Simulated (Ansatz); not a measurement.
Bi (A7 type, space group R-3m)

```
CELL_PARAMETERS angstrom
      2.26661     1.30863     3.88456
     -2.26661     1.30863     3.88456
      0.00000    -2.61726     3.88456
ATOMIC_POSITIONS crystal
  Bi 0.23718 0.23718 0.23718
  Bi 0.76282 0.76282 0.76282
```

This relaxed cell (volume V₀) is scaled evenly in all directions, its shape held. The atoms relax within the cell's symmetry.

The numbers are results of PBE-D3(BJ) (plane waves to 420 eV, PAW, scalar-relativistic; Ansatz, a first-principles code), not measurements. k mesh 13×13×13 (Γ-centred), Fermi-Dirac smearing 0.05 eV. Compression counts positive. Bi was relaxed with its symmetry unable to fall. Spin-orbit coupling is left out, though Bi is heavy.

At one point of the scan the stress tensor (GPa) is:

```
    6.3      0.0      0.0
    0.0      6.3      0.0
    0.0      0.0      5.5
```

Question: Which point is it?
A) V/V₀ = 0.920
B) V/V₀ = 0.867
C) V/V₀ = 0.840
D) V/V₀ = 0.893

Answer: D, V/V₀ = 0.893

(Under strain, the slope of the energy per volume gives the stress and its curvature an elastic modulus.)
